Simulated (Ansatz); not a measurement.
ZrIr (CsCl type)

```
CELL_PARAMETERS angstrom
      3.24656     0.00000     0.00000
      0.00000     3.24656     0.00000
      0.00000     0.00000     3.24656
ATOMIC_POSITIONS crystal
  Zr 0.50000 0.50000 0.50000
  Ir 0.00000 0.00000 0.00000
```

The slice is a {210} plane (indices of the conventional cell) through the point (0.500, 0.500, 0.500) (fractional), spanned by u = [100] and v = [021] in vectors of this cell: u (3.25 Å) and v (7.26 Å, at 90° to u). It covers one period; positions are fractions (u, v).

Method: LDA (plane waves to 420 eV, PAW, scalar-relativistic; Ansatz, a program for electronic structure). k mesh 14×14×14. These are valence fields of a PAW run, semicore shells included where kept as valence: close to a nucleus they are smooth pseudo fields. Spin-orbit coupling is left out, though Ir is heavy. ZrIr is run without spin polarisation. ZrIr was relaxed with its symmetry unable to fall.

Task: Predict the map of the electrostatic potential energy of an electron, from the cell's mean on the slice.

Result: 
```
v \ u  0.00  0.15  0.31  0.46  0.62  0.77  0.92
-----  ----  ----  ----  ----  ----  ----  ----
0.93      x     x  <5.0  11.2   8.8     x     x
0.86   <5.0  <5.0   9.4  10.8  10.5   7.1  <5.0
0.79   11.5  11.0   6.3     x  <5.0   9.5  11.4
0.71   12.5  10.4     x     x     x   6.3  12.1
0.64   11.1  10.0  <5.0     x     x   7.5  10.9
0.57   10.3  11.0  10.5   8.4   9.4  11.1  10.5
0.50   10.3  11.5  13.1  13.5  13.4  12.5  10.7
0.43   10.3  11.0  10.5   8.4   9.4  11.1  10.5
0.36   11.1  10.0  <5.0     x     x   7.5  10.9
0.29   12.5  10.4     x     x     x   6.3  12.1
0.21   11.5  11.0   6.3     x  <5.0   9.5  11.4
0.14   <5.0  <5.0   9.4  10.8  10.5   7.1  <5.0
0.07      x     x  <5.0  11.2   8.8     x     x
0.00      x     x     x   9.9   6.4     x     x
```

Values: electrostatic potential energy of an electron, from the cell's mean, in eV. Points within 1 Å of a nucleus are blanked (x), as the pseudised field means little there. Values under 5 eV are set to 5. The zero, the cell's mean, hangs on the PAW cores.
